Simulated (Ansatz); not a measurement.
Relaxed-ion elastic tensor of Ca (bcc (W type), Im-3m) in GPa (Voigt order), the program Ansatz at the LDA level (PAW); density 1.78 g/cm³, 37.48 Å³ per atom.

|  | 1 | 2 | 3 | 4 | 5 | 6 |
|---|---|---|---|---|---|---|
| 1 | 20.3 | 18.4 | 18.4 | 0.0 | 0.0 | 0.0 |
| 2 | 18.4 | 20.3 | 18.4 | 0.0 | 0.0 | 0.0 |
| 3 | 18.4 | 18.4 | 20.3 | 0.0 | 0.0 | 0.0 |
| 4 | 0.0 | 0.0 | 0.0 | 17.6 | 0.0 | 0.0 |
| 5 | 0.0 | 0.0 | 0.0 | 0.0 | 17.6 | 0.0 |
| 6 | 0.0 | 0.0 | 0.0 | 0.0 | 0.0 | 17.6 |

**Question.** Is the crystal mechanically stable?

**Answer.** Yes: the smallest eigenvalue of C is 1.8 GPa.

**Question.** Work out the Voigt and Reuss bounds. Is their mean of use?

**Answer.** K_V = 19.0, K_R = 19.0; G_V = 11.0, G_R = 2.1 GPa. The bounds lie so far apart that a Hill average or a Debye temperature from it would say little.

This is a known high-temperature phase of the composition, computed here at zero pressure and temperature. The LDA relaxation kept the symmetry of its start; whether a distortion lowers the energy is not shown. As this level gives no gap, shear constants depend on the k-mesh and smearing (Fermi–Dirac, 0.1 eV here).

Potentials: the earlier of the program's two PAW sets.
